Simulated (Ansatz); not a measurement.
The cell of SrRuN₂ is invented: perovskite family, infinite layers (P4/mmm, No. 123) (A site Sr; B site Ru). Lengths were set from tabulated atomic sizes, so they are only a guess.

Space group P4/mmm (No. 123). a = 3.960 Å, b = 3.960 Å, c = 3.865 Å, α = 90.00°, β = 90.00°, γ = 90.00°
```tsv
atom	site	symmetry	x	y	z
Sr	1d	4/mmm	0.5000	0.5000	0.5000
Ru	1a	4/mmm	0.0000	0.0000	0.0000
N	2f	mmm.	0.5000	0.0000	0.0000
```

Level of theory: Ansatz 0.2.0, DFT PBE, scalar-relativistic, plane waves, PAW. Cutoff 420 eV, Gaussian smearing, Γ-centred meshes. Cell and atoms relax first on a coarse mesh and then on a finer one. In between, the cell is made exact in the group found at 0.06 Å. In metals the finer mesh still leaves noise of several meV/atom or more. The steps can't lower the symmetry of their start. Collinear spin, starting moments Ru 1.0 μB; they died out on the coarse mesh, so the last step has no spin.

A guess keeps its type if space group and coordination stay and the shape of the cell changes little (axis ratios within about 15 %, angles within 6°); the volume may change.

Question: Does this structure survive the relaxation?

Answer: It keeps its type. The symmetry stays P4/mmm (No. 123). The volume per atom shrinks by 3.2 %, from 15.2 to 14.7 Å³. The shortest distance goes from 1.98 Å (Ru–N) to 1.94 Å (Ru–N). The ratio c/a of the conventional cell changes by a factor of 1.03. Counting neighbours within 15 % of an atom's shortest distance, the start has N 2, Ru 4, Sr 8 and the end N 2, Ru 4, Sr 8.

Formation energies are uncorrected and refer to the elements' standard structures at the same level (N₂ as a molecule).

Question: At what energy does it end?

Answer: −0.28 eV/atom. A negative formation energy is needed for stability but isn't enough: competing phases decide.

The last run used a 12×12×12 mesh for its 4-atom cell and Gaussian smearing of 0.10 eV. Symmetry constrained the relaxation, so the result can be a saddle point.
